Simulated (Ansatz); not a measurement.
Relaxed-ion elastic tensor of RuW in space group P-6m2 (No. 187; Ru on 1b, W on 1e) in GPa (Voigt order), DFT-r²SCAN in the program Ansatz with PAW potentials; density 16.07 g/cm³, 14.72 Å³ per atom.

```json
[
 {"": "1", "1": "481", "2": "283", "3": "183", "4": "0.0", "5": "0.0", "6": "0.0"},
 {"": "2", "1": "283", "2": "481", "3": "183", "4": "0.0", "5": "0.0", "6": "0.0"},
 {"": "3", "1": "183", "2": "183", "3": "609", "4": "0.0", "5": "0.0", "6": "0.0"},
 {"": "4", "1": "0.0", "2": "0.0", "3": "0.0", "4": "110", "5": "0.0", "6": "0.0"},
 {"": "5", "1": "0.0", "2": "0.0", "3": "0.0", "4": "0.0", "5": "110", "6": "0.0"},
 {"": "6", "1": "0.0", "2": "0.0", "3": "0.0", "4": "0.0", "5": "0.0", "6": "98.8"}
]
```

Is the crystal mechanically stable?

Yes: the smallest eigenvalue of C is 98.8 GPa.

Work out the Voigt, Reuss and Hill averages.

K_V = 319, K_R = 319, K_H = 319; G_V = 125, G_R = 115, G_H = 120 GPa.

Give Young's modulus, Poisson's ratio, Pugh's ratio and the universal anisotropy index.

E = 9KG/(3K + G) = 320 GPa; ν = 0.33; K/G = 2.65 (ductile by the Pugh limit of 1.75); A_U = 5G_V/G_R + K_V/K_R − 6 = 0.41.

Estimate the sound speeds and the Debye temperature.

v_l = √((K + 4G/3)/ρ) = 5460 m/s, v_t = √(G/ρ) = 2730 m/s, mean 3070 m/s; Θ = (h/k)(3n/4πV)^(1/3) v_m = 373 K.

Solve the Christoffel equation for the three sound speeds along x, y, z.

Eigenvalues of C_ijkl n_j n_l equal ρv². In km/s, slowest first: x 2.48, 2.61, 5.47; y 2.48, 2.61, 5.47; z 2.61, 2.61, 6.15.

How much does each axis shrink under pressure?

Linear compressibilities β_i = Σ_j S_ij (j = 1 to 3): x 1.1, y 1.1, z 1.00 per TPa.

The first step of the workflow began from a Materials Project structure, measured or hypothetical; the Crystallography Open Database copy checked does not list it. With Ru and W taken as one species the cell has the higher symmetry P6_3/mmc, so it may be an ordered model of a mixed-site phase. Its standing as an ambient phase is unchecked. Symmetry was held in the r²SCAN relaxation; whether a distortion lowers the energy is not shown. The run is not spin-polarised. As this level gives no gap, shear constants depend on the k-mesh and smearing (Fermi–Dirac, 0.1 eV here). Scalar-relativistic: spin–orbit coupling is off unless named, which matters more the heavier the elements.

Potentials: the later of the program's two PAW sets.
